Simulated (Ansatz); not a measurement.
**Sn: from a starting cell to a relaxed one**

The start is a relaxed Sn cell, doubled along one cell vector, shaken by Gaussian noise of σ = 0.08 Å a coordinate. The cell and all atomic positions are relaxed at zero pressure with PBEsol (plane waves to 420 eV, PAW, scalar-relativistic; Ansatz, an electronic-structure program). The first steps use a coarse 9×5×9 k-mesh.

Starting cell:
```
CELL_PARAMETERS angstrom
      0.00000     3.27017     3.27017
      6.54034     0.00000     6.54034
      3.27017     3.27017     0.00000
ATOMIC_POSITIONS crystal
  Sn 0.48137 0.24382 0.51574
  Sn 0.50386 0.74140 0.51332
  Sn 0.75940 0.36947 0.74278
  Sn 0.75756 0.87038 0.74010
```

Q: What is the largest force in the starting geometry, and on which atom (counted from 1)?

A: 0.93 eV/Å, on Sn1 (atoms numbered as listed).

Q: How much energy is released per atom?

A: 0.02 eV/atom.

Q: Does it find its way back to the structure it was made from?

A: It returns to the parent structure, Fd-3m (No. 227).

Q: How do the shortest distances between atoms change?

A: The closest pairs of elements (up to four, under 3.6 Å), start → end: Sn–Sn 2.73 → 2.83 Å.

The end point of the relaxation:

```cif
data_Sn8
_chemical_formula_sum 'Sn8'
_space_group_name_H-M_alt 'Fd-3m :1'
_space_group_IT_number 227
_space_group_name_Hall 'F 4d 2 3 -1d'
_cell_length_a 6.54075
_cell_length_b 6.54075
_cell_length_c 6.54075
_cell_angle_alpha 90.000
_cell_angle_beta 90.000
_cell_angle_gamma 90.000
loop_
_atom_site_label
_atom_site_type_symbol
_atom_site_symmetry_multiplicity
_atom_site_Wyckoff_symbol
_atom_site_fract_x
_atom_site_fract_y
_atom_site_fract_z
_atom_site_occupancy
Sn1 Sn 8 b 0.50000 0.50000 0.50000 1
```
(The calculation used a cell of 2 atoms; values per cell refer to that cell.)

Final values are on a 12×12×12 k-mesh of the relaxed cell. No spin polarisation in the result.
